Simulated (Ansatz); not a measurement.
An ordered 8-atom cell of Ga₄P₃N on the zincblende lattice (R3m): a relaxation of cell and atoms in Ansatz 0.2.0 (r2SCAN). The starting cell comes from a relaxation with PBE.

```yaml
crystal:
  lattice:
    - [1.8732068033, 1.0814964521, 12.2169213855]
    - [-1.8732068033, 1.0814964521, 12.2169213855]
    - [0.0, -2.1629929042, 12.2169213855]
  atoms:
    - { symbol: "N", position: [-0.0008333844, -0.0008333844, -0.0008333844] }
    - { symbol: P, position: [0.7452935886, 0.7452935886, 0.7452935886] }
    - { symbol: P, position: [0.4998724447, 0.4998724447, 0.4998724447] }
    - { symbol: P, position: [0.254595242, 0.254595242, 0.254595242] }
    - { symbol: Ga, position: [0.6803891929, 0.6803891929, 0.6803891929] }
    - { symbol: Ga, position: [0.435247948, 0.435247948, 0.435247948] }
    - { symbol: Ga, position: [0.1901223884, 0.1901223884, 0.1901223884] }
    - { symbol: Ga, position: [0.9453125799, 0.9453125799, 0.9453125799] }
kpoints:
  mp_grid: { grid: [8, 8, 8] }
hamiltonian:
  xc: r2scan
scf:
  occupations: { method: fermi_dirac, width: 0.02 }
relax:
  f_tol: 0.005
  cell: {}
```

The trajectory has 5 recorded frames, each with positions in Å and forces in eV/Å. The last, and any step after a large change of cell, is solved on a basis re-selected at its cell; pressure is positive in compression.

Step 1: energy 0.0 meV/atom from step 1, largest force component 0.153 eV/Å, pressure -3.01 GPa
```xyz
8
Lattice="1.8732 1.0815 12.2169 -1.8732 1.0815 12.2169 0.0000 -2.1630 12.2169" Properties=species:S:1:pos:R:3:forces:R:3 pbc="T T T"
N     0.0000    0.0000   -0.0305    0.0000    0.0000   -0.1527
P     0.0000    0.0000   27.3156    0.0000    0.0000    0.0052
P     0.0000    0.0000   18.3207    0.0000    0.0000    0.0409
P     0.0000    0.0000    9.3311    0.0000    0.0000    0.0684
Ga    0.0000    0.0000   24.9368    0.0000    0.0000    0.0662
Ga    0.0000    0.0000   15.9522    0.0000    0.0000   -0.0377
Ga    0.0000    0.0000    6.9681    0.0000    0.0000   -0.0462
Ga    0.0000    0.0000   34.6464    0.0000    0.0000    0.0560
```

Step 2: energy -5.4 meV/atom from step 1, largest force component 0.122 eV/Å, pressure -0.75 GPa
```xyz
8
Lattice="1.8579 1.0727 12.1133 -1.8579 1.0727 12.1133 0.0000 -2.1453 12.1133" Properties=species:S:1:pos:R:3:forces:R:3 pbc="T T T"
N     0.0000    0.0000   -0.0223    0.0000    0.0000   -0.1217
P     0.0000    0.0000   27.0765    0.0000    0.0000    0.0227
P     0.0000    0.0000   18.1636    0.0000    0.0000    0.0243
P     0.0000    0.0000    9.2562    0.0000    0.0000    0.0153
Ga    0.0000    0.0000   24.7198    0.0000    0.0000    0.0926
Ga    0.0000    0.0000   15.8133    0.0000    0.0000   -0.0206
Ga    0.0000    0.0000    6.9106    0.0000    0.0000   -0.0293
Ga    0.0000    0.0000   34.3574    0.0000    0.0000    0.0167
```

Step 3: energy -5.7 meV/atom from step 1, largest force component 0.088 eV/Å, pressure +0.10 GPa
```xyz
8
Lattice="1.8513 1.0689 12.1026 -1.8513 1.0689 12.1026 0.0000 -2.1377 12.1026" Properties=species:S:1:pos:R:3:forces:R:3 pbc="T T T"
N     0.0000    0.0000   -0.0324    0.0000    0.0000    0.0471
P     0.0000    0.0000   27.0601    0.0000    0.0000   -0.0271
P     0.0000    0.0000   18.1478    0.0000    0.0000   -0.0105
P     0.0000    0.0000    9.2413    0.0000    0.0000    0.0056
Ga    0.0000    0.0000   24.7105    0.0000    0.0000   -0.0883
Ga    0.0000    0.0000   15.8048    0.0000    0.0000    0.0122
Ga    0.0000    0.0000    6.9020    0.0000    0.0000    0.0147
Ga    0.0000    0.0000   34.3200    0.0000    0.0000    0.0461
```

Step 4: energy -5.8 meV/atom from step 1, largest force component 0.005 eV/Å, pressure 0.00 GPa
```xyz
8
Lattice="1.8530 1.0698 12.0908 -1.8530 1.0698 12.0908 0.0000 -2.1397 12.0908" Properties=species:S:1:pos:R:3:forces:R:3 pbc="T T T"
N     0.0000    0.0000   -0.0278    0.0000    0.0000   -0.0003
P     0.0000    0.0000   27.0296    0.0000    0.0000   -0.0033
P     0.0000    0.0000   18.1304    0.0000    0.0000   -0.0006
P     0.0000    0.0000    9.2367    0.0000    0.0000   -0.0026
Ga    0.0000    0.0000   24.6794    0.0000    0.0000   -0.0006
Ga    0.0000    0.0000   15.7862    0.0000    0.0000    0.0000
Ga    0.0000    0.0000    6.8964    0.0000    0.0000    0.0026
Ga    0.0000    0.0000   34.2908    0.0000    0.0000    0.0047
```

Step 5: energy -5.7 meV/atom from step 1, largest force component 0.005 eV/Å, pressure -0.01 GPa
```xyz
8
Lattice="1.8530 1.0698 12.0908 -1.8530 1.0698 12.0908 0.0000 -2.1397 12.0908" Properties=species:S:1:pos:R:3:forces:R:3 pbc="T T T"
N     0.0000    0.0000   -0.0278    0.0000    0.0000   -0.0002
P     0.0000    0.0000   27.0296    0.0000    0.0000   -0.0032
P     0.0000    0.0000   18.1304    0.0000    0.0000   -0.0005
P     0.0000    0.0000    9.2367    0.0000    0.0000   -0.0025
Ga    0.0000    0.0000   24.6794    0.0000    0.0000   -0.0008
Ga    0.0000    0.0000   15.7862    0.0000    0.0000   -0.0001
Ga    0.0000    0.0000    6.8964    0.0000    0.0000    0.0026
Ga    0.0000    0.0000   34.2908    0.0000    0.0000    0.0048
```

The walk took 4 steps, besides SCFs solved again on a fresh basis, and changed the volume by -3.2 %. The last SCF, on a fresh basis, lies 5.7 meV an atom below the first. Final cell: the symmetry is R3m (No. 160, trigonal); a = 3.706 Å, c = 36.272 Å in the conventional setting, 17.98 Å³ an atom. Around N lie 4 Ga at 1.95–2.20 Å; around P lie 4 Ga at 2.30–2.35 Å; around P lie 4 Ga at 2.30–2.34 Å; around P lie 4 Ga at 2.31–2.34 Å; around Ga lie 3 N at 2.20 Å and 1 P at 2.35 Å; around Ga lie 4 P at 2.30–2.34 Å; around Ga lie 1 N at 1.95 Å and 3 P at 2.31 Å.

Command: `ansatz run input.yaml --threads 4 --pin off --max-ram 6451MiB --backend cpu --events-out ev --progress --plain --runs-dir out`.

Question: What wall time did it need on 4 threads of Arm Neoverse V2 (shared host), load about 0.5 per core, and what peak of host memory did it reach?

Answer: About 73 s, with a peak of 0.99 GiB.

No spin polarisation and no zero-point or thermal motion; the cell was built from a prototype and may be hypothetical.
